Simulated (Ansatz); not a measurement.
Given:

Y$_{2}$C:
```cif
data_CY2
_chemical_formula_sum 'Y2 C1'
_space_group_name_H-M_alt 'P 1'
_space_group_IT_number 1
_cell_length_a 6.37698
_cell_length_b 6.37698
_cell_length_c 6.37698
_cell_angle_alpha 32.065
_cell_angle_beta 32.065
_cell_angle_gamma 32.065
loop_
_space_group_symop_operation_xyz
  'x, y, z'
loop_
_atom_site_label
_atom_site_type_symbol
_atom_site_fract_x
_atom_site_fract_y
_atom_site_fract_z
_atom_site_occupancy
Y1 Y 0.73997 0.73997 0.73997 1
Y2 Y 0.26003 0.26003 0.26003 1
C1 C 0.00000 0.00000 0.00000 1
```

This is the LDA-relaxed structure.

Question: All from LDA in the plane-wave PAW code Ansatz, unless another level is named. Estimate the electronic character.

Answer: metallic (no gap).

Question: Give the formation energy from the elements (no fitted shifts).

Answer: -31 kJ/mol-atom.

Question: And the density of states at the Fermi level?

Answer: 1.1 states/eV per atom (mean over ±0.08 eV).

Space group R-3m. The first step of the workflow began from a Materials Project structure, measured or hypothetical; the Crystallography Open Database files this formula in space group No. 166, but the cells were not matched. Whether it is the stable phase at ambient conditions was not checked. The cell was relaxed with LDA under the symmetry of its start; its stability against distortions is not shown here. No spin polarisation was allowed. The references are the lowest solids computed at this level, not always the standard phases. Scalar-relativistic: spin–orbit coupling is off unless named, which matters more the heavier the elements.

Potentials: the later of the program's two PAW sets.
